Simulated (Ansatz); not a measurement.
# Cutoff convergence: AlFe

System: AlFe (CsCl type, first atom moved by 0.06 Å along [111]), 2 atoms in the cell.

```yaml
crystal:
  lattice:
    - [2.87000, 0.00000, 0.00000]
    - [0.00000, 2.87000, 0.00000]
    - [0.00000, 0.00000, 2.87000]
  atoms:
    - { symbol: Fe, position: [0.01207, 0.01207, 0.01207] }
    - { symbol: Al, position: [0.50000, 0.50000, 0.50000] }
```
Lattice in Å, positions in fractions of it.

These are results of HSE06, plane waves, PAW datasets (generated soft set 1) (Ansatz), not measurements.

Exchange singularity: Wigner-Seitz; k-mesh 4×4×4 Γ-centred; Fermi–Dirac smearing of 0.1 eV; no spin polarisation.

At 560 eV the pressure at a fixed basis is -10.19 GPa. Another run of the series gave -10.38 GPa at a fixed basis and an energy +8.1 meV/atom from the top run.

(1) Which cutoff did it use?
A. 340 eV
B. 280 eV
C. 300 eV
D. 420 eV
E. 380 eV
F. 320 eV
G. 480 eV

Answers

(1) E. The series:

```
cutoff (eV)  E − E(top) (meV/atom)  pressure at fixed basis (GPa)  corrected pressure (GPa)  rms force change (meV/Å)
        280                  314.1                         -43.81                     -9.65                      34.7
        300                  132.0                         -26.36                     -9.06                      11.1
        320                   49.6                         -16.74                     -9.74                       0.6
        340                   19.2                         -12.34                     -9.83                       1.0
        380                    8.1                         -10.38                    -10.18                       0.3
        420                    6.0                         -10.40                    -10.15                       0.4
        480                    2.1                         -10.36                    -10.15                       0.3
        560                    0.0                         -10.19                    -10.15                       0.0
```

The k-mesh is coarse, so these values belong to this mesh and can lie far from the converged ones. Spin polarisation is left out, and a magnetic state may lie lower.
